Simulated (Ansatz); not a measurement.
How the equilibrium volume moves from PBE to PBEsol-D3(BJ)

Computed equilibrium volume (Å³/atom) at each level. Volumes are each level's own minimum, from an equation of state or a relaxation of the cell. Space groups are those of the starting cells. Not every cell is the stable form of its formula. Spin polarisation and spin-orbit coupling are off unless named.

- PBE: Ansatz (Ansatz PAW); cutoff 420 eV; k meshes of 98 to 448 points
- PBEsol-D3(BJ): Ansatz (Ansatz PAW, made for PBE); cutoff 420 eV; k meshes of 98 to 448 points

| crystal | PBE | PBEsol-D3(BJ) |
| --- | --- | --- |
| Sn3Se (Pm-3m) | 26.801 | 24.077 |
| Ge2Sb2Te5 (P-3m1, 9 atoms) | 31.316 | 27.547 |
| NbTe (P-6m2, 2 atoms) | 21.790 | 20.155 |
| Ta4O (P4/mmm, 5 atoms) | 15.674 | 14.729 |
| In3As (Pm-3m) | 25.856 | 22.931 |
| ScTaN (P-3m1, 6 atoms) | 14.170 | 13.358 |
| In3Se (Pm-3m) | 27.486 | 24.218 |

Problem. How do the values move from PBE?

Solution. PBEsol-D3(BJ) lies below PBE in 7 of 7 crystals, with a median shift of -10.2 % (-12.0 % for Ge2Sb2Te5 to -5.7 % for ScTaN). The figures use the values as printed. Meshes of this size aren't converged for the metals. Columns can differ in task within a row, which adds scatter of its own.
